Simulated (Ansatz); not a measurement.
MgO: computed property card

MgO:
```
CELL_PARAMETERS angstrom
      1.48145     0.85531    19.76162
     -1.48145     0.85531    19.76162
      0.00000    -1.71063    19.76162
ATOMIC_POSITIONS crystal
  Mg 0.37563 0.37563 0.37563
  Mg 0.62437 0.62437 0.62437
  Mg 0.79230 0.79230 0.79230
  Mg 0.20770 0.20770 0.20770
  Mg 0.91539 0.91539 0.91539
  Mg 0.08461 0.08461 0.08461
  Mg 0.50000 0.50000 0.50000
  Mg 0.00000 0.00000 0.00000
  O  0.14615 0.14615 0.14615
  O  0.85385 0.85385 0.85385
  O  0.43846 0.43846 0.43846
  O  0.56154 0.56154 0.56154
  O  0.31288 0.31288 0.31288
  O  0.68712 0.68712 0.68712
  O  0.26918 0.26918 0.26918
  O  0.73082 0.73082 0.73082
```

Space group R-3m (No. 166); conventional cell a = b = 2.963 Å, c = 59.285 Å, α = β = 90.00°, γ = 120.00°.

Method: plane-wave PAW r²SCAN (Ansatz code). Geometry: relaxed at this level of theory. Other levels are named where they apply.

### Cell and energy

* **Volume per atom**: 9.39 Å³
* **Density**: 3.56 g/cm³
* **Formation energy from the elements (no fitted shifts)**: -2.88 eV/atom

### Electronic structure

Band gap: 4.98 eV (smallest direct gap 4.99 eV)
Valence-band maximum: on the Γ–S0 line, 11 % of the way from Γ (k = -0.042, 0.000, 0.031 in fractions of the reciprocal vectors)
Conduction-band minimum: at Γ
Electron effective mass: 0.36, 0.36, 0.71 mₑ (principal values)
HSE06 gap on the r²SCAN cell: 5.82 eV

### Mechanics

- Bulk modulus (Birch–Murnaghan fit) = 164 GPa
- Pressure derivative B′ = 4.1

### Charges

Bader charges: Mg +1.74, O -1.74 e

The first step of the workflow began from a Materials Project structure, measured or hypothetical; the Crystallography Open Database copy checked does not list it. It is not the phase usual at ambient conditions (space group No. 225). The cell was relaxed with r²SCAN under the symmetry of its start; its stability against distortions is not shown here. The references are the lowest solids computed at this level, not always the standard phases (solids in place of the gases).

Potentials: the earlier of the program's two PAW sets. The files were generated under PBE; for other functionals the program regenerates the frozen cores, and for LDA and PBEsol the local potential too.
